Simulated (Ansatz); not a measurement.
ZrSi₂: all-electron results

```
Zr Si
1.0
     1.85300   -7.36750    0.00000
     1.85300    7.36750    0.00000
     0.00000    0.00000    3.67200
Zr Si
2 4
Direct
  0.89460 0.10540 0.75000
  0.10540 0.89460 0.25000
  0.55220 0.44780 0.75000
  0.44780 0.55220 0.25000
  0.24960 0.75040 0.75000
  0.75040 0.24960 0.25000
```

Atoms are numbered in the order listed.

The cell is COD entry 1532424, as deposited and not checked against the literature; nothing was relaxed.

Levels of theory: DFT, PBE, all-electron LAPW, scalar-relativistic (Ansatz 0.2.0); DFT, PBE, PAW with Ansatz's default frozen-core files, scalar-relativistic (Ansatz 0.2.0).

For LAPW: a Γ-centred 8×8×8 k mesh, Fermi–Dirac smearing of 0.03 eV, basis error target 1 meV/atom, no spin polarisation. PAW takes a cutoff of 420 eV at this cell. The Ansatz runs share mesh, smearing and spin set-up. Values come from LAPW unless marked.

```json
{"Pressure at this cell": "8.6 kbar", "Band gap": "none: bands cross the Fermi level, a metal", "Stress xx, yy, zz (compression positive)": "-0.24, 1.48, 1.33 GPa", "Largest force": "0.186 eV/Å on Si3", "Density of states at the Fermi level (0.2 eV bin)": "1.36 states/eV per cell", "Löwdin charges (with 0.27 e of the cell spilling out of the atomic basis, so their sizes and signs hang on that basis)": "Zr1 0.21, Si3 -0.06, Si5 -0.02 e", "Bader charges (from the PAW run)": "Zr1 +1.31, Si3 -0.80, Si5 -0.51 e", "Volume per atom": "16.71 Å³"}
```
